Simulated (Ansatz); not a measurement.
## B4As3N (ordering on zincblende): the band gap by level of theory

All numbers come from Ansatz 0.2.0. Values at 0 K without nuclear motion; no magnetic order is allowed, and the phase may be a hypothetical one.

B4As3N, ordered on the zincblende lattice (Cm) with 8 atoms a cell, relaxed with r2SCAN. It is monoclinic, Cm (No. 8); a = 10.526 Å, b = 3.223 Å, c = 5.556 Å, β = 100.0° in the conventional setting, 11.60 Å³ an atom. Around N lie 4 B at 1.59–1.87 Å; around As lie 4 B at 2.03–2.18 Å; around As lie 4 B at 1.98–2.09 Å; around As lie 4 B at 1.99–2.05 Å; around B lie 2 N at 1.87 Å and 2 As at 2.05–2.18 Å; around B lie 1 N at 1.62 Å and 3 As at 2.08–2.09 Å; around B lie 1 N at 1.59 Å and 3 As at 2.03–2.04 Å; around B lie 4 As at 1.98–2.03 Å.

```xyz
8
Lattice="5.2631 -1.6113 -0.0017 5.2631 1.6113 -0.0017 -0.9586 0.0000 5.4729" Properties=species:S:1:pos:R:3 pbc="T T T"
N     0.0146    0.0000    0.0609
As    4.8189    0.0000    2.7049
As    7.6109    0.0000    1.2849
As    1.9160    0.0000    4.1987
B     3.9065    0.0000    4.6813
B     9.6990    0.0000    1.4378
B     1.5851    0.0000    0.3111
B     6.8071    0.0000    3.0948
```

Gaps on the r2SCAN cell, each the least over its mesh and the special points:
```tsv
level	k mesh	gap (eV)	kind	edges	least direct gap (eV)	rough cost
PBE	8×8×6	0.04	indirect	Γ → Y₂	0.45	70 core-seconds
PBE+SOC	8×8×6	0.03	indirect	Γ → Y₂	0.44	7 core-minutes
r2SCAN	8×8×6	0.18	indirect	Γ → Y₂	0.60	100 core-seconds
HSE06	6×6×4	0.73	indirect	Γ → Y₂	1.23	16 core-minutes
```
All runs use a smearing of 0.02 eV.
Wave cutoffs: 420 eV, 500 eV (r2SCAN).
Costs come from shared machines and give only the order; PBE's includes the band path. The runs had 4 threads of Arm Neoverse V1 (shared host).

With HSE06 the valence top lies at Γ and the conduction bottom at Y₂, 0.73 eV higher; the smallest vertical gap, at Γ, is 1.23 eV. Spin-orbit coupling changes the PBE gap by -0.01 eV, to 0.03 eV.

All these functionals give a gap of the same kind, indirect.

Only the levels marked +SOC include spin-orbit coupling.

Gaps or overlaps of about a tenth of an eV are at the limit of these meshes: between the points read a gap can be smaller or closed.

The meshes of the hybrids are coarse, so their gaps aren't converged to the digits shown.
